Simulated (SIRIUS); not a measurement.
Set-up for a self-consistent single point of C (C2/m, 2 atoms in the cell; from Materials Project mp-169, changed as shown).

```
C
1.0
    2.05621    -1.18722     0.00000
    2.05621     1.18722     0.00000
   -1.33297     0.00000     3.38575
C
2
Cartesian
  3.42701   0.00000   0.00030
 -0.64756   0.00000   3.38544
```

All values come from this method and carry its errors: LDA (PW92), GBRV LDA ultrasoft pseudopotentials (plane waves; SIRIUS).

SIRIUS settings:

- parameters.ngridk = 14 14 8
- parameters.xc_functionals = [XC_LDA_X, XC_LDA_C_PW]
- parameters.gk_cutoff = 6.325 1/bohr
- parameters.pw_cutoff = 14.143 1/bohr
- parameters.smearing = fermi_dirac
- parameters.smearing_width = 0.00367493 Ha
- potentials = GBRV LDA ultrasoft pseudopotentials
- parameters.electronic_structure_method = pseudopotential
- parameters.num_bands = 8
- parameters.num_mag_dims = 0
- parameters.num_dft_iter = 100
- parameters.energy_tol = 1e-07 Ha
- parameters.density_tol = 1e-06
- mixer.type = anderson
- mixer.beta = 0.5
- mixer.use_hartree = false

Results:

* **Number of valence electrons**: 8
* **Number of bands**: 8
* **Number of k-points after the program's reduction**: 429
* **Number of plane waves (most at a k-point)**: 490
* **Number of SCF iterations**: 12
* **FFT grid**: 24 × 24 × 36
* **Free energy E − TS**: -313.5826 eV
* **Pressure**: 26.68 GPa
* **Largest force (vector length)**: 0.002 eV/Å

Forces (eV/Å):
| atom | Fx | Fy | Fz |
|---|---|---|---|
| C1 | 0.002 | 0.000 | 0.000 |
| C2 | -0.002 | 0.000 | 0.000 |

Stress (GPa, positive for compression):
```
40.54   0.00  -0.05
 0.00  40.49   0.00
-0.05   0.00  -1.00
```

For comparison: a first run was changed to give this one (lattice scaled by 0.98), and from it to this one the free energy rises by 53.9 meV/atom, the pressure goes from 6.49 to 26.68 GPa and the largest force stays at 0.002 eV/Å.

The structure comes from a collection of computed structures, made at another level of theory; the collection holds predicted forms beside known ones. Its lattice was then scaled. At this pressure the cell is far from its equilibrium volume at this level.

Cost on one core: about 30 core-seconds (a rough figure).
